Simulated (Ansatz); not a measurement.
Here is the system:

NiRhN2:
Space group R-3m, hexagonal axes (No. 166); a = b = 2.9405 Å, c = 17.3828 Å, α = β = 90.00°, γ = 120.00°

| atom | site | symmetry | x | y | z |
|---|---|---|---|---|---|
| Rh | 3b | -3m | 0.0000 | 0.0000 | 0.5000 |
| Ni | 3a | -3m | 0.0000 | 0.0000 | 0.0000 |
| N | 6c | 3m | 0.0000 | 0.0000 | 0.1013 |
(The calculation used a cell of 4 atoms; values per cell refer to that cell.)

This is the r²SCAN-relaxed structure.

All from DFT-r²SCAN in the program Ansatz with PAW potentials, unless another level is named. Give the electronic character.

metallic (no gap).

Predict the formation energy from the elements (no fitted shifts).

0.62 eV/atom.

What about the density of states at the Fermi level?

0.94 states/eV per atom (mean over ±0.08 eV).

The start of the workflow was typed in or built on a structure type; neither database checked (COD, Materials Project) lists it. Whether it is the stable phase at ambient conditions was not checked. The r²SCAN relaxation kept the symmetry of its start; whether a distortion lowers the energy is not shown. The workflow began spin-polarised and lost its moments. Its formation energy is positive at this level, so the cell may be metastable or incomplete. The references are the lowest solids computed at this level, not always the standard phases (solids in place of the gases). Spin–orbit coupling is left out wherever it is not named.

Potentials: the earlier of the program's two PAW sets. The files were generated under PBE; for other functionals the program regenerates the frozen cores, and for LDA and PBEsol the local potential too.
